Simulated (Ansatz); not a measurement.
SrNbO3:
```
SrNbO3
1.0
    3.98514     0.00000     0.00000
    0.00000     3.98514     0.00000
    0.00000     0.00000     3.98514
Sr Nb O
1 1 3
Cartesian
  1.99257   1.99257   1.99257
  0.00000   0.00000   0.00000
  0.00000   1.99257   0.00000
  1.99257   0.00000   0.00000
  0.00000   0.00000   1.99257
```

Relaxed with LDA. Special points in fractions of this cell's reciprocal vectors: Γ (0.000, 0.000, 0.000); X (0.000, 0.500, 0.000); M (0.500, 0.500, 0.000); R (0.500, 0.500, 0.500).

Task: List the band energies nearest the Fermi level at these points for the program Ansatz at the LDA level (PAW).

Result: In eV from the Fermi level; about four levels below and three above (degenerate sets whole), none deeper than 8.9 eV; points with the same levels are listed once.

| k | below | above |
|---|---|---|
| Γ | -4.09 -4.09 -4.09 -1.27 -1.27 -1.27 | 1.56 1.56 1.75 |
| X | -5.62 -4.30 -4.30 -0.95 | 1.56 1.56 3.32 |
| M | -5.24 -5.24 -4.74 -3.78 | 1.60 1.60 2.46 |
| R | -7.60 -7.60 -7.60 -3.70 -3.70 -3.70 | 2.90 2.90 2.90 |

Space group Pm-3m (cubic perovskite). The workflow started from a Materials Project entry (that database holds measured and hypothetical structures alike); the Crystallography Open Database copy checked does not list it. COD files the formula under space group No. 62. Its standing as an ambient phase is unchecked. The LDA relaxation kept the symmetry of its start; whether a distortion lowers the energy is not shown. The run is not spin-polarised. With an odd number of electrons in the cell and no spin polarisation, the count alone makes it a metal. Spin–orbit coupling is left out wherever it is not named.

Potentials: the later of the program's two PAW sets.
